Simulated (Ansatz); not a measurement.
TePt:
```
TePt
1.0
    1.96767     1.13603     6.56264
   -1.96767     1.13603     6.56264
    0.00000    -2.27207     6.56264
Te Pt
2 2
Direct
  0.90107   0.90107   0.90107
  0.09893   0.09893   0.09893
  0.63013   0.63013   0.63013
  0.36987   0.36987   0.36987
```

Relaxed with LDA. Special points in fractions of this cell's reciprocal vectors: Γ (0.000, 0.000, 0.000); T (0.500, 0.500, 0.500); H2 (0.813, 0.187, 0.500); H0 (0.500, -0.187, 0.187); L (0.500, 0.000, 0.000); S0 (0.343, -0.343, 0.000); S2 (0.657, 0.000, 0.343); F (0.500, 0.000, 0.500).

Q: List the band energies nearest the Fermi level at these points for DFT-LDA in the program Ansatz with PAW potentials.

A: In eV from the Fermi level; about four levels below and three above (degenerate sets whole), none deeper than 8.9 eV; points with the same levels are listed once.

```csv
k,below,above
Γ,-3.08 -3.08 -1.93 -1.93 -1.73,0.64 0.64 0.95
T,-1.91 -1.91 -1.68 -1.67,1.27 1.27 1.94 1.94
H2,-2.07 -1.26 -1.23 -0.31,1.22 3.45 3.49
L,-2.51 -2.00 -1.82 -1.04,0.37 1.35 2.01
S0,-2.08 -1.52 -0.75 -0.70,1.28 3.12 4.20
F,-1.82 -1.76 -1.38 -1.12,2.68 4.00 4.89
```

Space group R-3m. The first step of the workflow began from a Materials Project structure, measured or hypothetical; the Crystallography Open Database files this formula in space group No. 166, but the cells were not matched. Its standing as an ambient phase is unchecked. The cell was relaxed with LDA under the symmetry of its start; its stability against distortions is not shown here. No spin polarisation was allowed. A crystal of weakly bound layers computed without a dispersion correction: the cell and the soft elastic constants depend strongly on that. Spin–orbit coupling is left out wherever it is not named.

Potentials: the later of the program's two PAW sets.
